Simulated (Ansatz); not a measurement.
BP:
```
BP
1.0
    5.57601     0.00000     0.00000
    0.00000     5.57601     0.00000
    0.00000     0.00000     5.57601
B P
6 6
Direct
  0.25000   0.00000   0.50000
  0.50000   0.25000   0.00000
  0.50000   0.75000   0.00000
  0.75000   0.00000   0.50000
  0.00000   0.50000   0.75000
  0.00000   0.50000   0.25000
  0.25000   0.50000   0.00000
  0.00000   0.25000   0.50000
  0.00000   0.75000   0.50000
  0.75000   0.50000   0.00000
  0.50000   0.00000   0.75000
  0.50000   0.00000   0.25000
```

Relaxed with r²SCAN.

### Question
Map the electron localisation function on the plane through (0.250, 0.000, 0.500) spanned by u = [1, 0, 0] and v = [0, 1, 0] in lattice vectors, from plane-wave PAW r²SCAN (Ansatz code).

### Answer
x is the fraction of u, y of v (the angle between them is 90°; rows are the nearest grid lines); atoms in the plane: B at (0.00, 0.00), B at (0.50, 0.00), P at (0.75, 0.25), P at (0.75, 0.75).
```
|00256432346520002564323465200|
|00256432346520004775434577400|
|11355422245531148987656789841|
|75443211123445799999646999997|
|75422100012245799998202899997|
|75321000001235789984000489987|
|64210000000124678860000068876|
|31000000000001345542101245543|
|11000000000001134555545555431|
|10000000000000113456666654311|
|00000000000000011234555432110|
|00000000000000000122333221000|
|00000000000000000122333221000|
|00000000000000011234555432110|
|10000000000000113456666654311|
|11000000000001134555545555431|
|31000000000001345542101245543|
|64210000000124678860000068876|
|75321000001235789984000489987|
|75422100012245799998202899997|
|75443211123445799999646999997|
|11355422245531148987656789841|
|00256432346520004775434577400|
|00256432346520002564323465200|
```
Scale: ten equal steps from 0.000 (start of '0') to 0.953 (end of '9'), in the order '0123456789'; x runs from 0.000 to 1.00, y from 0.000 (bottom) to 1.00 (top).

The density is the valence pseudo-density with augmentation charge, so density and ELF within about 1 Å of a nucleus are not all-electron values.

Space group Pm-3n. The start of the workflow was typed in or built on a structure type; neither database checked (COD, Materials Project) lists it. It is not the phase usual at ambient conditions (space group No. 216). The r²SCAN relaxation kept the symmetry of its start; whether a distortion lowers the energy is not shown.

Potentials: the later of the program's two PAW sets.
